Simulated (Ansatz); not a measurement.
# Zone-centre modes in KCaHfBiO$_{6}$

These are results of DFT PBEsol, scalar-relativistic, plane waves, PAW in Ansatz 0.2.0, not measurements. Settings: plane waves to 420 eV, k-mesh 6×6×6 (Γ-centred), Gaussian smearing 0.05 eV. Spin–orbit coupling is left out, which can shift energies with elements as heavy as these. No spin polarisation.

Reference structure (relaxed at this level; it needn't be the usual structure):

```xyz
10
Lattice="0.0000 4.1127 4.1127 4.1127 0.0000 4.1127 4.1127 4.1127 0.0000" Properties=species:S:1:pos:R:3 pbc="T T T"
K     2.0564    2.0564    2.0564
Ca    6.1691    6.1691    6.1691
Hf    4.1127    4.1127    4.1127
Bi    0.0000    0.0000    0.0000
O     2.0690    4.1127    4.1127
O     6.1565    4.1127    4.1127
O     4.1127    4.1127    6.1565
O     4.1127    4.1127    2.0690
O     4.1127    2.0690    4.1127
O     4.1127    6.1565    4.1127
```

Harmonic modes by finite displacements of 0.02 Å, without the LO–TO term.

**Question.** At this geometry, is the structure stable against these modes?

**Answer.** No: 6 modes are unstable, the strongest at 194i cm⁻¹.

**Question.** List the wavenumbers in cm⁻¹.

**Answer.** 194i, 194i, 194i, 147i, 147i, 147i, 0, 0, 0, 151, 151, 151, 181, 181, 181, 197, 197, 197, 235, 235, 235, 338, 338, 338, 611, 611, 623, 623, 623, 812.

Cost: 1 run of about 2.7 core-minutes, on Intel Xeon 6975P-C (Granite Rapids) (shared hosts).